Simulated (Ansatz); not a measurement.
# ScPt3: a fit and a missing row

ScPt3, Pm-3m, a = 3.952 Å. The structure is a COD entry; whether it is the stable form wasn't checked. Ansatz: PBEsol, PAW, 420 eV, Γ-centred 10×10×10 mesh on 4 atoms, Gaussian smearing 0.10 eV; no spin polarisation. Symmetry fixes shape and atoms, so the cell is only scaled; pressure is positive in compression.

```
V (Å³/atom) P (GPa)
     13.574    40.18
     14.037    27.28
     14.500    16.50
     14.962     7.50
     15.425    -0.02
     15.888    -6.29
     16.351   -11.50
     16.968        ?
```

Q: Take V0 = 15.425 Å³/atom, count pressures from its P0 = -0.02 GPa, fit the third-order Birch–Murnaghan form to the other rows, and predict the missing pressure.

A: With the Eulerian strain f = ½[(V0/V)^(2/3) − 1] and y = (P − P0)/[3f(1 + 2f)^(5/2)], the form is the line y = B0 + 1.5 B0 (B0′ − 4) f. Rows (f, y): 0.04448, 243.5; 0.03244, 239.7; 0.02104, 236.1; 0.01026, 232.2; -0.00976, 225.0; -0.01906, 221.3. Means f = 0.01323, y = 232.97; Σ(Δf)² = 0.002987, ΣΔfΔy = 1.045; the slope is their ratio. y = 228.3 + 349.9 f GPa, so B0 = 228.3 GPa and B0′ = 4 + 2 × (349.9)/(3 × 228.3) = 5.02. At V = 16.968, f = -0.03079, y = 217.53 and P = -17.16 GPa. The run gave -17.08 GPa, so the fit is 0.08 GPa too low, a small miss on the scale of the series. The form still works here, 22 % of the fitted range beyond its end.

Spin–orbit coupling is left out, which can shift energies with elements as heavy as these.

Cost: 8 runs of about 1.5 core-minutes in all, on Arm Neoverse V1 (shared hosts).